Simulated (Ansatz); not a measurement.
ZrTa (L1₀ or tetragonal B2, P4/mmm) at seven volumes, plane-wave PAW PBEsol (Ansatz code), shape and atoms relaxed at each. One row is withheld.

```tsv
V (Å³/atom)	P (GPa)
17.935	15.66
18.526	?
19.117	4.47
19.708	0.00
20.300	-3.83
20.891	-7.12
21.482	-10.02
```

Question: Fit the shown pressures and predict the withheld one.

Answer: Third-order Birch–Murnaghan: P = (3/2)B₀(x^(7/2) − x^(5/2))[1 + (3/4)(B′ − 4)(x − 1)] with x = (V₀/V)^(2/3). Least squares on the six rows gives V₀ = 19.710 Å³/atom, B₀ = 137.7 GPa, B′ = 3.95. At V = 18.526, x = 1.0422 and P = 9.64 GPa. The run itself gave 9.67 GPa.

The start of the workflow was typed in or built on a structure type; neither database checked (COD, Materials Project) lists it. Whether it is the stable phase at ambient conditions was not checked. Symmetry was held in the PBEsol relaxation. At this level the phase is mechanically unstable. No spin polarisation was allowed. Its formation energy is positive at this level, so the cell may be metastable or incomplete. Spin–orbit coupling is left out wherever it is not named.

Potentials: the later of the program's two PAW sets.
